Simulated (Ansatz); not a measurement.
Starting cell, ZnS (zinc blende):

```
ZnS
1.0
    0.00000     2.69520     2.69520
    2.69520     0.00000     2.69520
    2.69520     2.69520     0.00000
S Zn
1 1
Direct
  0.75000   0.75000   0.75000
  0.00000   0.00000   0.00000
```

A phonon eigenvector at Γ is frozen into this cell: atom i moves by Q times the vector below, so Q is the largest atomic displacement, in Å. The cell is held. It is one choice among 3 degenerate patterns.

```
atom      x      y       z
----  -----  -----  ------
S1    0.000  0.000  -1.000
Zn2   0.000  0.000   0.490
```

Method: r2SCAN (plane waves to 500 eV, PAW, scalar-relativistic; Ansatz, a quantum-chemistry and plane-wave program). k mesh 11×11×11 (Γ-centred), Fermi-Dirac smearing 0.05 eV. E stands for the smeared free energy. The PAW data are Ansatz's earlier set. ZnS was relaxed with its symmetry unable to fall. ΔE is measured from the undisplaced structure.

```json
[
 {"Q (Å)": "-0.100", "−dE/dQ from forces (eV/Å)": "1.276", "ΔE (meV/cell)": "…"},
 {"Q (Å)": "-0.083", "−dE/dQ from forces (eV/Å)": "1.068", "ΔE (meV/cell)": "…"},
 {"Q (Å)": "-0.067", "−dE/dQ from forces (eV/Å)": "0.857", "ΔE (meV/cell)": "28.6"},
 {"Q (Å)": "-0.050", "−dE/dQ from forces (eV/Å)": "0.644", "ΔE (meV/cell)": "16.1"},
 {"Q (Å)": "-0.033", "−dE/dQ from forces (eV/Å)": "0.430", "ΔE (meV/cell)": "7.2"},
 {"Q (Å)": "-0.017", "−dE/dQ from forces (eV/Å)": "0.215", "ΔE (meV/cell)": "1.8"},
 {"Q (Å)": "0.000", "−dE/dQ from forces (eV/Å)": "0.000", "ΔE (meV/cell)": "0.0"},
 {"Q (Å)": "0.017", "−dE/dQ from forces (eV/Å)": "-0.215", "ΔE (meV/cell)": "1.8"},
 {"Q (Å)": "0.033", "−dE/dQ from forces (eV/Å)": "-0.430", "ΔE (meV/cell)": "7.2"},
 {"Q (Å)": "0.050", "−dE/dQ from forces (eV/Å)": "-0.644", "ΔE (meV/cell)": "16.1"},
 {"Q (Å)": "0.067", "−dE/dQ from forces (eV/Å)": "-0.857", "ΔE (meV/cell)": "28.6"},
 {"Q (Å)": "0.083", "−dE/dQ from forces (eV/Å)": "-1.068", "ΔE (meV/cell)": "…"},
 {"Q (Å)": "0.100", "−dE/dQ from forces (eV/Å)": "-1.276", "ΔE (meV/cell)": "…"}
]
```

Q: What belongs in the gaps?

A: 
- -0.100, ΔE (meV/cell): 64.2
- -0.083, ΔE (meV/cell): 44.7
- 0.083, ΔE (meV/cell): 44.7
- 0.100, ΔE (meV/cell): 64.2

(A displaced cell: forces are minus the slopes of the energy, force constants its curvatures, and phonons follow from these.)
